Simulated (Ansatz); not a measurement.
# Be3CdSe4: rattling a relaxed structure

The structure comes from a proposed guess, relaxed at this level; another structure or a mixture of phases may lie lower.

Method: DFT PBE, scalar-relativistic, plane waves, PAW in Ansatz. Cutoff 420 eV; k points 8×8×4 on the computed 8-atom cell (Γ-centred); Gaussian smearing, width 0.02 eV; no spin polarisation.

The cell below (8 atoms, space group P-4m2 (No. 115)) is relaxed within its symmetry.

```
Be Cd Se
1.0
     3.78536    0.00000    0.00000
     0.00000    3.78536    0.00000
     0.00000    0.00000   11.16591
Be Cd Se
3 1 4
Direct
  0.50000 0.50000 0.27363
  0.50000 0.50000 0.72637
  0.00000 0.00000 0.50000
  0.00000 0.00000 0.00000
  0.50000 0.00000 0.38714
  0.00000 0.50000 0.61286
  0.50000 0.00000 0.83627
  0.00000 0.50000 0.16373
```

For the test it was strained at random (σ = 1.5 % a component), the atoms were moved at random (σ = 0.05 Å), and all was relaxed again on a coarse 4×4×2 mesh (in the run’s order of axes) with 0.10 eV smearing, with no symmetry imposed.

Problem. Does it come back?

Solution. It returns, within 1 meV/atom of the unmoved cell on that mesh and with the same symmetry when read at 0.1 Å (C2 at 0.01 Å, so small strains and shifts remain). No instability shows in this cell; modes of other wave vectors, which need another repeat, aren't tested.
